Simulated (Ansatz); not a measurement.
AlPd in space group P2_13 (No. 198; Al on 4a, Pd on 4a) under volume change, DFT-PBEsol in the program Ansatz with PAW potentials, shape and atoms relaxed at each volume.

```csv
V (Å³/atom),E − E(relaxed) (meV/atom),P (GPa)
12.976,71.8,19.60
13.404,30.0,11.92
13.832,7.1,5.46
14.260,0.0,0.01
14.687,6.3,-4.57
15.115,23.7,-8.40
15.543,50.6,-11.60
```

Task: What does a third-order Birch–Murnaghan fit give for V₀, B₀ and B′?

Result: V₀ = 14.26 Å³/atom, B₀ = 166 GPa, B′ = 4.8.

The first step of the workflow began from a Materials Project structure, measured or hypothetical; the Crystallography Open Database copy checked does not list it. With Al and Pd taken as one species the cell has the higher symmetry Pa-3, so it may be an ordered model of a mixed-site phase. Whether it is the stable phase at ambient conditions was not checked. The cell was relaxed with PBEsol under the symmetry of its start; of distortions, only those at the zone centre were tested. The run is not spin-polarised.

Potentials: the earlier of the program's two PAW sets.
